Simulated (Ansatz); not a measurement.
The numbers come from plane-wave PAW DFT (Ansatz): PBE, no spin polarisation, 420 eV, 8×8×8 Γ-centred k points, fermi-dirac occupations (width 0.1 eV). Nothing was relaxed.

Computed maps in the lattice plane spanned by a (left to right, 4.82 Å, 15 points from zero) and b (bottom to top, 3.46 Å, 10 points from zero), 90° apart, at height 0.000 along c. The fields are smooth PAW ones with compensation charges, not the true ones near nuclei.

Valence density. Digits on a logarithmic scale: 0 up to 0.03 e/Å³, each further digit a factor of 1.6, 9 from 1.3 e/Å³ up:
```
334455555555443
455666555566655
667777655677776
777667755776677
886137766773168
777667755776677
667777655677776
455666555566655
334455555555443
223444555544432
```

ELF. Ten even steps from '0' (0.00) to '9' (0.89):
```
013444322344431
346887533578864
777899733799877
994017733771049
992003633630029
994017733771049
777899733799877
346887533578864
013444322344431
001222222222210
```

Problem. The cell is YNbP. Which atoms lie within 0.2 Å of this plane, and where (fractions of a and b)?

Solution. P at (0.22, 0.50), P at (0.78, 0.50). The whole cell:
```
Nb P Y
1.0
     0.00000    0.00000    4.82292
     3.46338    0.00000    0.00000
     1.73169    6.16746   -2.41146
Nb P Y
2 2 2
Direct
  0.61880 0.88120 0.23760
  0.38120 0.11880 0.76240
  0.22100 0.50000 0.00000
  0.77900 0.50000 0.00000
  0.21100 0.78900 0.42200
  0.78900 0.21100 0.57800
```

Origin: a known structure type with other elements, at an estimated volume, so it need not be a known compound. Caveats: many states at the Fermi level without spin polarisation, so a magnetic state may lie lower; atoms or cell far from equilibrium.
